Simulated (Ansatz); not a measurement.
# Computed properties of Gd$_{2}$BiO$_{2}$

Gd2BiO2:
```
Gd2BiO2
1.0
   -1.95337     1.95337     6.82425
    1.95337    -1.95337     6.82425
    1.95337     1.95337    -6.82425
Gd Bi O
2 1 2
Direct
  0.66651   0.66651   0.00000
  0.33349   0.33349   0.00000
  0.00000   0.00000   0.00000
  0.75000   0.25000   0.50000
  0.25000   0.75000   0.50000
```
The run is spin-polarised; directions of the spins, atom by atom: ↑ ↑ 0 0 0.

Space group I4/mmm (No. 139); conventional cell a = b = 3.9067 Å, c = 13.6485 Å, α = β = γ = 90.00°.

Method: DFT-r²SCAN in the program Ansatz with PAW potentials. Geometry: relaxed at this level of theory. Other levels are named where they apply.

Cell and energy:

* **Volume per atom**: 20.83 Å³
* **Density**: 8.86 g/cm³
* **Formation energy from the elements (no fitted shifts)**: -2.85 eV/atom

Electronic structure:

* **Electronic character**: metallic (no gap)
* **Density of states at the Fermi level**: 0.13 states/eV per atom (mean over ±0.08 eV)

Magnetism:

Magnetic order: ferromagnetic
Net moment: 2.80 μB per atom

The first step of the workflow began from a Materials Project structure, measured or hypothetical; the Crystallography Open Database copy checked does not list it. Whether it is the stable phase at ambient conditions was not checked. Symmetry was held in the r²SCAN relaxation; its stability against distortions is not shown here. Magnetic state: ferromagnetic, the only order run, not a proven ground state. The 4f shell is in the valence, and the state reached may lie above the lowest one. Other orbital occupations within this spin state were not tried. No Hubbard U is applied. The compound may be a true metal, but semilocal functionals without U, or a wrong spin order, can also close a gap. The references are the lowest solids computed at this level, not always the standard phases (solids in place of the gases). Spin–orbit coupling is left out wherever it is not named.

Potentials: the later of the program's two PAW sets.
